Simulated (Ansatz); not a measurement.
The start is a relaxed Rh cell, doubled along one cell vector, shaken by Gaussian noise of σ = 0.08 Å a coordinate. The structure is fully relaxed (lattice and positions, P = 0) with PBEsol (plane waves to 420 eV, PAW, scalar-relativistic; Ansatz, a program for electronic structure). The first steps use a coarse 9×5×12 k-mesh.

Starting cell:
```
Rh
1.0
    4.28206     0.00000     0.00000
   -4.28206     7.41675     0.00000
    0.00000     0.00000     2.62000
Rh
6
Direct
  0.97940   0.99744   0.93198
  0.02404   0.50523   0.00631
  0.34290   0.33919   0.51955
  0.34795   0.83604   0.51673
  0.65730   0.17413   0.55275
  0.66248   0.66714   0.52639
```

Q: What pressure does the first self-consistent step give?

A: +2.6 GPa (positive: the cell is compressed).

Q: Which atoms feel the largest initial force, and how large is it?

A: 1.34 eV/Å, on Rh4 (atoms numbered as listed).

Q: Does it find its way back to the structure it was made from?

A: It returns to the parent structure, P6/mmm (No. 191).

Q: How do the shortest distances between atoms change?

A: The closest pairs of elements (up to four, under 3.6 Å), start → end: Rh–Rh 2.39 → 2.47 Å.

Q: What band gap does the relaxed structure have at this level?

A: Zero (metallic).

Final structure:

```cif
data_Rh3
_chemical_formula_sum 'Rh3'
_space_group_name_H-M_alt 'P6/mmm'
_space_group_IT_number 191
_space_group_name_Hall '-P 6 2'
_cell_length_a 4.28208
_cell_length_b 4.28208
_cell_length_c 2.62000
_cell_angle_alpha 90.000
_cell_angle_beta 90.000
_cell_angle_gamma 120.000
loop_
_atom_site_label
_atom_site_type_symbol
_atom_site_symmetry_multiplicity
_atom_site_Wyckoff_symbol
_atom_site_fract_x
_atom_site_fract_y
_atom_site_fract_z
_atom_site_occupancy
Rh1 Rh 1 b 0.00000 0.00000 0.50000 1
Rh2 Rh 2 c 0.33333 0.66667 0.00000 1
```

Final values are on a 13×13×18 k-mesh of the relaxed cell. No spin polarisation in the result.

The relaxed structure here is a generated cell of Rh: the first start was made by placing the elements on the sites of a structure type, and the end was not matched to a known phase here, so it may be hypothetical. Known forms of Rh include space group No. 225.
